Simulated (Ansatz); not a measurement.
KBr (rock salt)

```yaml
crystal:
  lattice:
    - [0.00000, 3.30411, 3.30411]
    - [3.30411, 0.00000, 3.30411]
    - [3.30411, 3.30411, 0.00000]
  atoms:
    - { symbol: Br, position: [0.00000, 0.00000, 0.00000] }
    - { symbol: K, position: [0.50000, 0.50000, 0.50000] }
```

Grid over V/V₀ and (c/a)/(c/a)₀, subscript 0 meaning the relaxed cell; the conventional c axis lies along z; no internal relaxation.

The numbers are results of r2SCAN (plane waves to 500 eV, PAW, scalar-relativistic; Ansatz, a first-principles code), not measurements. k mesh 9×9×9 (Γ-centred), Fermi-Dirac smearing 0.05 eV. E stands for the smeared free energy. KBr was relaxed with its symmetry unable to fall.

Changes of ΔE (meV/atom) from the point V/V₀ = 1.000, (c/a)/(c/a)₀ = 1.000 when one coordinate moves alone (two changes are said to add if the coupling is within 5 % of the smaller one, nearly so within 20 %):

```
point                               change
----------------------------------  ------
V/V₀ = 1.000, (c/a)/(c/a)₀ = 0.920   20.12
V/V₀ = 1.000, (c/a)/(c/a)₀ = 0.960    4.52
V/V₀ = 0.920, (c/a)/(c/a)₀ = 1.000   13.66
V/V₀ = 0.960, (c/a)/(c/a)₀ = 1.000    3.17
V/V₀ = 1.040, (c/a)/(c/a)₀ = 1.000    2.60
V/V₀ = 1.080, (c/a)/(c/a)₀ = 1.000    9.75
V/V₀ = 1.000, (c/a)/(c/a)₀ = 1.040    3.75
V/V₀ = 1.000, (c/a)/(c/a)₀ = 1.080   13.85
```

Question: What is the change at V/V₀ = 1.080, (c/a)/(c/a)₀ = 1.080, where both move, and how far is it from the sum?

Answer: The sum of the single changes is 9.75 + (13.85) = 23.60; the calculation gives 19.24, so the coupling contributes -4.36 (over 20 % of the smaller single change, not additive).

Question: Do the two effects add at V/V₀ = 1.080, (c/a)/(c/a)₀ = 0.960? Give the computed change.

Answer: The sum of the single changes is 9.75 + (4.52) = 14.27; the calculation gives 12.92, so the coupling contributes -1.35 (over 20 % of the smaller single change, not additive).

Question: What is the change at V/V₀ = 0.960, (c/a)/(c/a)₀ = 0.960, where both move, and how far is it from the sum?

Answer: The sum of the single changes is 3.17 + (4.52) = 7.69; the calculation gives 8.50, so the coupling contributes 0.81 (over 20 % of the smaller single change, not additive).

(A scan under strain: stresses follow from slopes of the energy per volume, elastic moduli from its curvatures.)
